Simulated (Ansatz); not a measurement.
AlRh₃N:
```
AlRh3N
1.0
    4.01024     0.00000     0.00000
    0.00000     4.01024     0.00000
    0.00000     0.00000     4.01024
Al Rh N
1 3 1
Cartesian
  0.00000   0.00000   0.00000
  0.00000   2.00512   2.00512
  2.00512   0.00000   2.00512
  2.00512   2.00512   0.00000
  2.00512   2.00512   2.00512
```
The run is spin-polarised; directions of the spins, atom by atom: 0 0 0 0 0.

Relaxed with r²SCAN.

Task: Tabulate the valence density and the electron localisation function along the shortest Rh–N contact (2.01 Å), the program Ansatz at the r²SCAN level (PAW).

Result: 

```tsv
distance from Rh (Å)	density (e/Å³)	ELF
0.20	12.92	0.78
0.30	10.81	0.77
0.40	8.55	0.75
0.50	6.41	0.70
0.60	4.53	0.61
0.70	2.98	0.48
0.80	1.81	0.33
0.90	1.12	0.23
1.00	0.86	0.21
1.10	0.86	0.34
1.20	0.99	0.58
1.30	1.26	0.74
1.40	1.71	0.80
1.50	2.30	0.76
1.60	2.93	0.64
1.70	3.37	0.42
1.80	3.53	0.19
```

The density is the valence pseudo-density with augmentation charge, so density and ELF within about 1 Å of a nucleus are not all-electron values.

Space group Pm-3m (anti-perovskite). The start of the workflow was typed in or built on a structure type; neither database checked (COD, Materials Project) lists it. Its standing as an ambient phase is unchecked. Symmetry was held in the r²SCAN relaxation; whether a distortion lowers the energy is not shown. The final state is ferromagnetic, the only order run, not a proven ground state. The volume moved by 18 % from the start of the relaxation. Other orbital occupations within this spin state were not tried. No Hubbard U is applied.

Potentials: the later of the program's two PAW sets.
